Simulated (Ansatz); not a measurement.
**Bands of BiRu**

```xyz
4
Lattice="4.6736 0.0000 0.0000 -2.3368 4.0475 0.0000 0.0000 0.0000 5.4627" Properties=species:S:1:pos:R:3 pbc="T T T"
Ru    0.0000    2.6983   -0.3384
Ru    2.3368    1.3492    2.3930
Bi    0.0000    2.6983    2.3923
Bi    2.3368    1.3492    5.1237
```

Atoms are numbered in the order listed.

The cell was built from the wurtzite type and relaxed in the same program, and has space group P6_3/mmc; it needn't be a known or the stable phase. The relaxation left the symmetry of that type.

Spin–orbit coupling is left out, though it moves levels of the heavy atoms by tenths of an eV or more.

Theory: DFT, PBE, all-electron LAPW, scalar-relativistic (Ansatz 0.2.0).

Settings: a Γ-centred 10×10×6 k mesh, Fermi–Dirac smearing of 0.05 eV, basis error target 1 meV/atom, no spin polarisation.

Points in fractions of the reciprocal vectors of this cell: Γ (0, 0, 0), M (0.5, 0, 0), K (0.333, 0.333, 0), A (0, 0, 0.5), L (0.5, 0, 0.5), H (0.333, 0.333, 0.5). The path joins them by straight lines in the order Γ–M–K–Γ–A–L–H–A–L; legs that retrace an earlier one aren't tabulated. Energies are in eV from the Fermi level.

Task: Metal or insulator at this level of theory?

Result: No gap opens: metallic or semimetallic.

Task: Tabulate bands 60 to 65, counted from the lowest band of the run, along the path.

Result: 
```
k (1/Å)  point  band 60  band 61  band 62  band 63  band 64  band 65
   0.00      Γ    -1.09    -0.66    -0.66     0.78     1.97     1.97
   0.19           -1.03    -0.62    -0.54     0.75     1.14     1.57
   0.39           -0.97    -0.53    -0.24     0.16     0.69     0.75
   0.58           -1.04    -0.45    -0.44    -0.03     0.17     0.52
   0.78      M    -1.17    -0.63    -0.43    -0.42     0.35     0.44
   0.89           -1.21    -0.64    -0.51    -0.41     0.35     0.46
   1.00           -1.30    -0.68    -0.64    -0.38     0.37     0.53
   1.11           -1.11    -0.72    -0.72    -0.36     0.38     0.64
   1.22      K    -1.02    -0.74    -0.74    -0.35     0.37     0.81
   1.45           -1.23    -0.60    -0.54    -0.39     0.36     0.51
   1.67           -0.97    -0.49    -0.12    -0.02     0.30     0.66
   1.90           -1.02    -0.60    -0.50     0.73     1.00     1.41
   2.12      Γ    -1.09    -0.66    -0.66     0.78     1.97     1.97
   2.26           -1.42    -0.65    -0.65     1.07     1.64     2.07
   2.41           -1.25    -0.64    -0.64     1.38     1.50     2.35
   2.55           -1.01    -0.69    -0.69     1.36     1.56     2.81
   2.70      A    -0.81    -0.81    -0.81     1.46     1.46     3.36
   2.89           -0.82    -0.79    -0.79     1.24     1.24     2.93
   3.08           -0.85    -0.76    -0.76     0.55     0.55     2.13
   3.28           -0.88    -0.80    -0.80    -0.06    -0.06     1.47
   3.47      L    -0.90    -0.89    -0.89    -0.23    -0.23     1.21
   3.58           -0.99    -0.79    -0.79    -0.22    -0.22     1.01
   3.70           -1.09    -0.68    -0.68    -0.21    -0.21     0.63
   3.81           -1.16    -0.57    -0.57    -0.19    -0.19     0.30
   3.92      H    -1.19    -0.51    -0.51    -0.19    -0.19     0.17
   4.14           -1.06    -0.66    -0.66    -0.10    -0.10     0.60
   4.37           -0.88    -0.74    -0.74     0.38     0.38     1.55
   4.59           -0.83    -0.79    -0.79     1.16     1.16     2.73
   4.82      A    -0.81    -0.81    -0.81     1.46     1.46     3.36
```
